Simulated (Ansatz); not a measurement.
AlAs (zinc blende)

```yaml
crystal:
  lattice:
    - [0.00000, 2.83733, 2.83733]
    - [2.83733, 0.00000, 2.83733]
    - [2.83733, 2.83733, 0.00000]
  atoms:
    - { symbol: As, position: [0.75000, 0.75000, 0.75000] }
    - { symbol: Al, position: [0.00000, 0.00000, 0.00000] }
```

Grid over V/V₀ and (c/a)/(c/a)₀, subscript 0 meaning the relaxed cell; the conventional c axis lies along z; no internal relaxation.

Computed with PBEsol (plane waves to 420 eV, PAW, scalar-relativistic; Ansatz, an electronic-structure program). k mesh 10×10×10 (Γ-centred), Fermi-Dirac smearing 0.05 eV. E stands for the smeared free energy. AlAs was relaxed with its symmetry unable to fall. ΔE is measured from the relaxed starting cell.

**Question.** Give the computed ΔE (meV/atom) at all points of the grid V/V₀ = 0.920, 0.960, 1.000, 1.040, 1.080 by (c/a)/(c/a)₀ = 0.920, 0.960, 1.000, 1.040, 1.080.

**Answer.** ΔE (meV/atom), with V/V₀ across and (c/a)/(c/a)₀ down:

```
(c/a)/(c/a)₀ \ V/V₀  0.920  0.960  1.000  1.040  1.080
-------------------  -----  -----  -----  -----  -----
0.920                 50.9   23.1   15.6   24.3   46.3
0.960                 41.4   12.5    4.0   11.9   33.2
1.000                 38.1    8.9    0.0    7.7   28.7
1.040                 41.7   12.7    4.1   12.0   33.3
1.080                 52.8   24.7   16.8   25.3   47.0
```

(Under strain, the slope of the energy per volume gives the stress and its curvature an elastic modulus.)
